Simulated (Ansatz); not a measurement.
W2CH2O2, M2XT2 MXene (fcc sites)-type layer, relaxed and computed with two functionals in Ansatz (plane waves, PAW).

| functional | a (Å) | thickness (Å) |
|---|---|---|
| PBE | … | … |
| r²SCAN+D4 | 2.878 | 7.62 |

Question: Complete the blanks.

Answer: 
- PBE, a (Å): 2.916
- PBE, thickness (Å): 7.62

All cells were relaxed under the symmetry of their starts (and spin orders); stability against distortions was not tested throughout. Rows with no word on spin ran without spin polarisation. No Hubbard U is applied. Spin–orbit coupling is left out wherever it is not named. Constructed layers (a layer type filled with these elements): W2CH2O2, M2XT2 MXene (fcc sites)-type layer; W2CH2O2, M2XT2 MXene (fcc sites)-type layer.

Potentials: the later of the program's two PAW sets.

Ansatz (a program for electronic structure) is a plane-wave DFT program.
